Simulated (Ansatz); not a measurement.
Space group Fd-3m:1 (No. 227). a = 8.925 Å, b = 8.925 Å, c = 8.925 Å, α = 90.00°, β = 90.00°, γ = 90.00°
```tsv
atom	site	symmetry	x	y	z
Zn	8b	-43m	0.2500	0.7500	0.2500
In	16c	.-3m	0.8750	0.8750	0.1250
O	32e	.3m	0.3810	0.8810	0.3810
```

Equation of state of this ZnIn2O4 structure (not necessarily the ground state), with shape and atoms relaxed at each volume where symmetry leaves them free. Level of theory: Ansatz 0.2.0, DFT r2SCAN, scalar-relativistic, plane waves, PAW.

Plane waves to 500 eV, a k mesh through Γ of 6×6×6 on the computed 14-atom cell and Gaussian smearing (0.02 eV); no spin polarisation.

```
V (Å³/atom) E − E(largest V) (meV/atom) P (GPa) gap on mesh (eV)
     11.172                        62.27    27.01              2.52
     11.553                         8.53    18.45              2.36
     11.934                       -26.53    11.24              2.21
     12.314                       -45.82     5.16              2.07
     12.695                       -51.79     0.02              1.92
     13.076                       -46.55    -4.31              1.79
     13.457                       -31.83    -7.97              1.66
     13.965                         0.00   -11.96              1.49
```

Question: Fit a third-order Birch–Murnaghan equation to E(V).

Answer: V0 = 12.70 Å³/atom, B0 = 157 GPa, B0' = 4.6.

The gaps are read on the mesh, which can miss the band edges, so they can be too wide.

Cost: 8 runs of about 32 core-minutes in all, on Intel Xeon Processor @ 2.50GHz (Skylake/Cascade Lake) (shared hosts).